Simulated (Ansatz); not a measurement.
Relaxed-ion elastic tensor of AlN in space group P4/mmm (No. 123; Al on 1c, N on 1a) in GPa (Voigt order), DFT-r²SCAN in the program Ansatz with PAW potentials; density 2.24 g/cm³, 15.17 Å³ per atom.

```csv
,1,2,3,4,5,6
1,612,25.8,-2.2,0.0,0.0,0.0
2,25.8,612,-2.2,0.0,0.0,0.0
3,-2.2,-2.2,10.5,0.0,0.0,0.0
4,0.0,0.0,0.0,-5.9,0.0,0.0
5,0.0,0.0,0.0,0.0,-5.9,0.0
6,0.0,0.0,0.0,0.0,0.0,110
```

### Question
Is the crystal mechanically stable?

### Answer
No: the smallest eigenvalue of C is -5.9 GPa.

A made-up cell: these elements were put on the sites of a structure type; neither database checked (COD, Materials Project) lists it. It is not the phase usual at ambient conditions (space group No. 186, 216). Symmetry was held in the r²SCAN relaxation. At this level the phase is mechanically unstable. A crystal of weakly bound layers computed without a dispersion correction: the cell and the soft elastic constants depend strongly on that.

Potentials: the later of the program's two PAW sets.
